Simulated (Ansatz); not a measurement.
A distorted cell of CsSnI₃ (cubic perovskite):

```
CELL_PARAMETERS angstrom
      6.27122     0.00000     0.00000
      0.00000     6.27122     0.00000
      0.00000     0.00000     6.27122
ATOMIC_POSITIONS crystal
  Cs 0.00000 0.00000 0.00000
  Sn 0.46520 0.46520 0.46520
  I  0.00000 0.50000 0.50000
  I  0.50000 0.50000 0.00000
  I  0.50000 0.00000 0.50000
```

The numbers are results of PBE (plane waves to 420 eV, PAW, scalar-relativistic; Ansatz, a first-principles code), not measurements. k mesh 5×5×5 (Γ-centred), Fermi-Dirac smearing 0.05 eV. The energy includes the smearing's −TS. Stress and pressure are positive under compression. CsSnI3 was relaxed with its symmetry unable to fall. Spin-orbit coupling is left out, though I is heavy. The PAW data are Ansatz's earlier set. This is a high-temperature form of CsSnI3.

Predict the force on every atom, in eV/Å.


```json
[
 {"atom": "Cs1", "Fx": "-0.012", "Fy": "-0.012", "Fz": "-0.012"},
 {"atom": "Sn2", "Fx": "0.311", "Fy": "0.311", "Fz": "0.311"},
 {"atom": "I3", "Fx": "-0.252", "Fy": "-0.023", "Fz": "-0.023"},
 {"atom": "I4", "Fx": "-0.023", "Fy": "-0.023", "Fz": "-0.252"},
 {"atom": "I5", "Fx": "-0.023", "Fy": "-0.252", "Fz": "-0.023"}
]
```

What is the stress tensor (GPa)?


```
   0.58     0.05     0.05
   0.05     0.58     0.05
   0.05     0.05     0.58
```
The pressure, a third of the trace, is 0.58 GPa.

In it atom 2 sits (-0.218, -0.218, -0.218) Å away from its relaxed site. What is its energy relative to the relaxed cell?

70 meV/cell.

(A displaced cell: forces are minus the slopes of the energy, force constants its curvatures, and phonons follow from these.)
